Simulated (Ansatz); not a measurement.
TaAl:
```cif
data_AlTa
_chemical_formula_sum 'Ta1 Al1'
_space_group_name_H-M_alt 'P 1'
_space_group_IT_number 1
_cell_length_a 3.71608
_cell_length_b 3.71608
_cell_length_c 3.71608
_cell_angle_alpha 60.000
_cell_angle_beta 60.000
_cell_angle_gamma 60.000
loop_
_space_group_symop_operation_xyz
  'x, y, z'
loop_
_atom_site_label
_atom_site_type_symbol
_atom_site_fract_x
_atom_site_fract_y
_atom_site_fract_z
_atom_site_occupancy
Ta1 Ta 0.00000 0.00000 0.00000 1
Al1 Al 0.50000 0.50000 0.50000 1
```

Relaxed with r²SCAN.

Problem. Tabulate the valence density and the electron localisation function along the shortest Ta–Al contact (2.63 Å), DFT-r²SCAN in the program Ansatz with PAW potentials.

Solution. 

```csv
distance from Ta (Å),density (e/Å³),ELF
0.26,4.39,0.30
0.39,4.86,0.63
0.53,4.36,0.79
0.66,3.15,0.81
0.79,1.88,0.74
0.92,1.02,0.58
1.05,0.62,0.42
1.18,0.44,0.41
1.31,0.36,0.50
1.45,0.33,0.60
1.58,0.30,0.66
1.71,0.28,0.63
1.84,0.24,0.48
1.97,0.18,0.25
2.10,0.12,0.07
2.23,0.08,0.03
2.36,0.06,0.09
```

The density is the valence pseudo-density with augmentation charge, so density and ELF within about 1 Å of a nucleus are not all-electron values.

Space group Fm-3m (rock salt). The start of the workflow was typed in or built on a structure type; neither database checked (COD, Materials Project) lists it. Whether it is the stable phase at ambient conditions was not checked. Symmetry was held in the r²SCAN relaxation. At this level the phase is mechanically unstable. The run is not spin-polarised. Its formation energy is positive at this level, so the cell may be metastable or incomplete. Spin–orbit coupling is left out wherever it is not named.

Potentials: the earlier of the program's two PAW sets.
